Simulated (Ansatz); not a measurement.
MoIr:
```cif
data_IrMo
_chemical_formula_sum 'Ir1 Mo1'
_space_group_name_H-M_alt 'P 1'
_space_group_IT_number 1
_cell_length_a 3.61925
_cell_length_b 3.61925
_cell_length_c 3.61925
_cell_angle_alpha 60.000
_cell_angle_beta 60.000
_cell_angle_gamma 60.000
loop_
_space_group_symop_operation_xyz
  'x, y, z'
loop_
_atom_site_label
_atom_site_type_symbol
_atom_site_fract_x
_atom_site_fract_y
_atom_site_fract_z
_atom_site_occupancy
Ir1 Ir 0.00000 0.00000 0.00000 1
Mo1 Mo 0.50000 0.50000 0.50000 1
```

Relaxed with PBEsol.

Problem. Which orbitals make up the states near the Fermi level in plane-wave PAW PBEsol (Ansatz code)?

Solution. Within 0.5 eV of the Fermi level: Mo 4d 69 %, Ir 5d 23 %. Projections are on Löwdin-orthogonalised atomic valence shells; empty p or d shells of many metals are not among them.

Problem. Tabulate the density of states.

Solution. States/eV per cell of 2 atoms, in 0.25 eV bins, energy from the Fermi level.

```tsv
E (eV)	total	Ir 5d	Mo 4d	Mo 5s
-7.85	0.13	0.00	0.00	0.07
-7.60	0.16	0.00	0.00	0.09
-7.35	0.20	0.01	0.01	0.10
-7.10	0.24	0.01	0.01	0.12
-6.85	0.29	0.02	0.02	0.13
-6.60	0.45	0.08	0.08	0.14
-6.35	0.85	0.28	0.24	0.16
-6.10	1.16	0.43	0.36	0.17
-5.85	1.57	0.63	0.51	0.18
-5.60	2.46	1.09	0.86	0.19
-5.35	3.79	1.78	1.34	0.19
-5.10	3.58	1.78	1.31	0.11
-4.85	2.98	1.47	1.23	0.11
-4.60	3.46	1.81	1.33	0.16
-4.35	3.94	2.42	1.22	0.14
-4.10	2.85	1.84	0.85	0.07
-3.85	2.25	1.51	0.63	0.04
-3.60	2.64	1.89	0.60	0.04
-3.35	3.21	2.38	0.63	0.04
-3.10	1.85	1.17	0.54	0.03
-2.85	2.41	1.47	0.74	0.04
-2.60	2.58	1.50	0.84	0.07
-2.35	2.45	1.70	0.60	0.05
-2.10	1.45	1.21	0.18	0.02
-1.85	2.39	1.70	0.53	0.08
-1.60	1.33	0.57	0.59	0.08
-1.35	1.34	0.43	0.74	0.09
-1.10	1.42	0.41	0.81	0.09
-0.85	1.38	0.40	0.78	0.07
-0.60	1.48	0.41	0.86	0.05
-0.35	1.73	0.45	1.07	0.03
-0.10	2.14	0.45	1.51	0.02
0.15	3.12	0.66	2.25	0.03
0.40	3.81	0.85	2.63	0.06
0.65	3.21	0.82	2.12	0.05
0.90	2.94	0.75	1.85	0.11
1.15	2.64	0.71	1.58	0.12
1.40	2.31	0.66	1.33	0.11
1.65	2.13	0.63	1.18	0.11
1.90	2.10	0.63	1.10	0.09
2.15	1.92	0.59	0.97	0.09
2.40	1.29	0.34	0.58	0.14
2.65	0.74	0.13	0.28	0.17
2.90	0.85	0.13	0.28	0.23
3.15	0.97	0.13	0.27	0.22
3.40	0.83	0.12	0.23	0.16
3.65	0.75	0.11	0.20	0.13
3.90	0.71	0.10	0.18	0.11
4.15	0.68	0.10	0.17	0.10
4.40	0.63	0.09	0.15	0.09
4.65	0.50	0.05	0.08	0.08
```

Space group Fm-3m (rock salt). The start of the workflow was typed in or built on a structure type; neither database checked (COD, Materials Project) lists it. COD files the formula under space group No. 51. Whether it is the stable phase at ambient conditions was not checked. The PBEsol relaxation kept the symmetry of its start. At this level the phase is mechanically unstable. The run is not spin-polarised. Its formation energy is positive at this level, so the cell may be metastable or incomplete. Spin–orbit coupling is left out wherever it is not named.

Potentials: the earlier of the program's two PAW sets. The files were generated under PBE; for other functionals the program regenerates the frozen cores, and for LDA and PBEsol the local potential too.
